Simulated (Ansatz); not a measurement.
ZnS (wurtzite)

```yaml
crystal:
  lattice:
    - [3.84511, 0.00000, 0.00000]
    - [-1.92255, 3.32996, 0.00000]
    - [0.00000, 0.00000, 6.30566]
  atoms:
    - { symbol: Zn, position: [0.66667, 0.33333, 0.99985] }
    - { symbol: Zn, position: [0.33333, 0.66667, 0.49985] }
    - { symbol: S, position: [0.66667, 0.33333, 0.62535] }
    - { symbol: S, position: [0.33333, 0.66667, 0.12535] }
```

The slice is a (0001) plane (indices of the conventional cell) through the point (0.333, 0.667, 0.125) (fractional), spanned by u = [110] and v = [1 -1 0] in vectors of this cell: u (3.85 Å) and v (6.66 Å, at 90° to u). It covers one period; positions are fractions (u, v).

Method: PBE (plane waves to 420 eV, PAW, scalar-relativistic; Ansatz, an electronic-structure program). k mesh 10×10×5. These are valence fields of a PAW run, semicore shells included where kept as valence: close to a nucleus they are smooth pseudo fields. ZnS was relaxed with its symmetry unable to fall.

Problem. Predict the map of the valence electron density on the slice.

Solution. 
```
|%%@@@@@@%%##########%%@@@@@@|
|@@@@@@@@%%%%%%%%%%%%%%@@@@@@|
|@@@@%%%%%%%%%%%%%%%%%%%%%%@@|
|%%%%######%%%%@@%%%%######%%|
|********####%%%%%%####******|
|++++++****##%%%%%%##****++++|
|====++****####%%####****++==|
|====++**##%%%%%%%%%%##**++==|
|==++++##%%%%@@@@@@%%%%##++++|
|++++**##%%@@@@@@@@@@%%##**++|
|++**##%%@@@@@@@@@@@@@@%%##**|
|****##%%@@@@%%  %%@@@@%%##**|
|######%%@@@@@@%%@@@@@@%%####|
|%%%%%%%%@@@@@@@@@@@@@@%%%%%%|
|%%%%%%%%%%%%@@@@@@%%%%%%%%%%|
|@@%%%%######%%%%%%######%%%%|
|%%%%####**************####%%|
|%%%%##****++++++++++****##%%|
|%%####****++======++****####|
|%%%%%%##**++======++**##%%%%|
|@@@@%%%%##++++==++++##%%%%@@|
|@@@@@@%%##**++++++**##%%@@@@|
|@@@@@@@@%%##**++**##%%@@@@@@|
|  %%@@@@%%##******##%%@@@@%%|
```
Scale: ten equal steps from -3.00 (start of ' ') to 0.08 (end of '@'), in the order ' .:-=+*#%@'. Values: log₁₀ of the valence density in e/Å³. The map has 14 points along u (two characters each, u = 0 at the left) and 24 along v (v = 0 in the bottom row). The scale is logarithmic, as a density can span decades between atoms and voids; values under 0.001 e/Å³ are set to 0.001.
